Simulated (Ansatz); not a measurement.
This Al2Cu3 structure is the end of a relaxation. The cell was found from a structure generator's guess, not taken from experiment.

Theory: DFT PBE, scalar-relativistic, plane waves, PAW (Ansatz). Cutoff 420 eV, Γ-centred mesh, Gaussian smearing, no spin polarisation.

```yaml
crystal:
  lattice:
    - [2.08396, 1.20317, 4.33198]
    - [-2.08396, 1.20317, 4.33198]
    - [0.00000, -2.40635, 4.33198]
  atoms:
    - { symbol: Al, position: [0.89700, 0.89700, 0.89700] }
    - { symbol: Al, position: [0.10300, 0.10300, 0.10300] }
    - { symbol: Cu, position: [0.30144, 0.30144, 0.30144] }
    - { symbol: Cu, position: [0.69856, 0.69856, 0.69856] }
    - { symbol: Cu, position: [0.50000, 0.50000, 0.50000] }
```

Formation energies are uncorrected and refer to the elements' standard structures at the same level.

(1) Find its symmetry and describe it.

(2) How far does it lie from the elements in energy?

(3) Is it a metal?

## Answers

(1) R-3m (No. 166), with Al and Cu ordered on bcc sites. Conventional cell: a = 4.168 Å, c = 12.996 Å. Around Al lie 7 Cu at 2.54–2.58 Å, 1 Al at 2.68 Å, 3 Al at 2.92 Å and 3 Cu at 2.98 Å; Cu on a site of symmetry 3m is surrounded by 4 Cu at 2.55–2.58 Å, 4 Al at 2.58 Å, 3 Cu at 2.98 Å and 3 Al at 2.98 Å; Cu on a site of symmetry -3m is surrounded by 6 Al at 2.54 Å, 2 Cu at 2.58 Å and 6 Cu at 2.98 Å.

(2) −0.17 eV/atom. A negative formation energy is needed for stability but isn't enough: competing phases decide.

(3) Yes, bands cross the Fermi level on the 12×12×12 mesh.

The last run used a 12×12×12 mesh for its 5-atom cell and Gaussian smearing of 0.10 eV. A later test with randomly moved atoms led to a structure 28 meV/atom lower, so this end is a saddle point or a shallow minimum.
